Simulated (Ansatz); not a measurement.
SiGe:
Space group I-4m2 (No. 119); a = b = 3.962 Å, c = 28.053 Å, α = β = γ = 90.00°

```json
[
 {"atom": "Si", "site": "4e", "symmetry": "2mm.", "x": "0.0000", "y": "0.0000", "z": "0.0956"},
 {"atom": "Si", "site": "4f", "symmetry": "2mm.", "x": "0.5000", "y": "0.0000", "z": "0.0479"},
 {"atom": "Si", "site": "2b", "symmetry": "-4m2", "x": "0.0000", "y": "0.0000", "z": "0.5000"},
 {"atom": "Ge", "site": "4f", "symmetry": "2mm.", "x": "0.0000", "y": "0.5000", "z": "0.1455"},
 {"atom": "Ge", "site": "4e", "symmetry": "2mm.", "x": "0.0000", "y": "0.0000", "z": "0.3022"},
 {"atom": "Ge", "site": "2d", "symmetry": "-4m2", "x": "0.5000", "y": "0.0000", "z": "0.2500"}
]
```
(The calculation used a cell of 10 atoms; values per cell refer to that cell.)

Relaxed with PBE.

### Question
Which orbitals make up the states near the band edges in PBE (plane waves, PAW; program Ansatz)?

### Answer
Top 1 eV of the valence band: Ge 4p 61 %, Si 3p 35 %. Bottom 1 eV of the conduction band: Si 3p 35 %, Ge 4p 24 %, Si 3s 16 %, Ge 4s 13 %, outside the projected shells 12 %. Projections are on Löwdin-orthogonalised atomic valence shells; empty p or d shells of many metals are not among them.

### Question
Tabulate the density of states.

### Answer
States/eV per cell of 10 atoms, in 0.25 eV bins, energy from the valence-band maximum.

```tsv
E (eV)	total	Si 3p	Ge 4p	Si 3s
-7.85	1.73	0.27	0.35	0.44
-7.60	2.76	0.47	0.57	0.69
-7.35	4.55	0.88	1.13	0.86
-7.10	4.39	1.01	1.11	1.04
-6.85	3.81	1.10	0.75	1.12
-6.60	3.61	1.15	0.67	1.04
-6.35	2.72	0.85	0.52	0.78
-6.10	2.14	0.64	0.43	0.58
-5.85	2.11	0.64	0.44	0.57
-5.60	1.67	0.51	0.35	0.43
-5.35	1.43	0.45	0.30	0.36
-5.10	1.25	0.39	0.26	0.30
-4.85	1.11	0.36	0.23	0.26
-4.60	1.00	0.35	0.22	0.22
-4.35	1.76	0.87	0.51	0.18
-4.10	5.99	3.60	1.89	0.25
-3.85	5.08	2.61	1.97	0.25
-3.60	5.75	2.67	2.55	0.26
-3.35	5.41	2.64	2.30	0.23
-3.10	6.48	3.24	2.77	0.22
-2.85	7.62	3.70	3.46	0.20
-2.60	7.40	3.56	3.42	0.17
-2.35	6.87	3.23	3.29	0.14
-2.10	6.71	3.14	3.25	0.13
-1.85	6.44	2.95	3.23	0.10
-1.60	5.61	2.43	2.96	0.08
-1.35	4.76	1.92	2.68	0.05
-1.10	3.70	1.35	2.23	0.04
-0.85	2.40	0.83	1.47	0.04
-0.60	1.50	0.51	0.93	0.02
-0.35	1.12	0.39	0.69	0.01
-0.10	0.31	0.11	0.19	0.00
0.15	0.00	0.00	0.00	0.00
0.40	0.11	0.06	0.01	0.02
0.65	0.92	0.38	0.17	0.16
0.90	2.10	0.72	0.48	0.35
1.15	3.61	1.19	0.91	0.56
1.40	5.54	1.84	1.47	0.71
1.65	6.73	2.26	1.82	0.83
1.90	7.56	2.38	2.24	0.91
2.15	7.42	2.28	2.35	0.89
2.40	5.01	1.66	1.52	0.58
2.65	4.59	1.56	1.42	0.49
2.90	5.77	2.03	1.76	0.58
3.15	7.62	3.05	2.22	0.58
3.40	9.24	3.38	3.16	0.63
3.65	7.18	2.38	2.68	0.44
3.90	5.63	1.76	2.21	0.31
4.15	6.78	2.09	2.49	0.35
4.40	6.32	1.90	2.29	0.29
4.65	6.86	1.96	2.47	0.30
4.90	6.44	1.86	2.21	0.31
5.15	6.56	1.84	2.22	0.33
```

The start of the workflow was typed in or built on a structure type; neither database checked (COD, Materials Project) lists it. Whether it is the stable phase at ambient conditions was not checked. Symmetry was held in the PBE relaxation; its stability against distortions is not shown here. Scalar-relativistic: spin–orbit coupling is off unless named, which matters more the heavier the elements.

Potentials: the earlier of the program's two PAW sets.
